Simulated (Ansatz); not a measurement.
Data:

PbS (rock salt), conventional cell a = 5.974 Å, b = 5.974 Å, c = 5.974 Å, α = 90.00°, β = 90.00°, γ = 90.00°. The calculation uses the primitive cell of 2 atoms, to which meshes and values per cell refer.

The volume is varied about the relaxed value V₀ at fixed cell shape. Symmetry pins the atoms to their sites.

Method: r2SCAN (plane waves to 500 eV, PAW, scalar-relativistic; Ansatz, an electronic-structure program). k mesh 10×10×10 (Γ-centred), Fermi-Dirac smearing 0.05 eV. Energies are smeared free energies. Compression counts positive. PbS was relaxed with its symmetry unable to fall. Spin-orbit coupling is left out, though Pb is heavy. ΔE is measured from the relaxed starting cell.

The scan covers V/V₀ from 0.900 to 1.100 in 13 points.

### Question
What is the fitted pressure derivative B₀′?

### Answer
4.3.

### Question
What bulk modulus B₀ follows from a third-order Birch-Murnaghan fit?

### Answer
57.8 GPa.

(A scan under strain: stresses follow from slopes of the energy per volume, elastic moduli from its curvatures.)
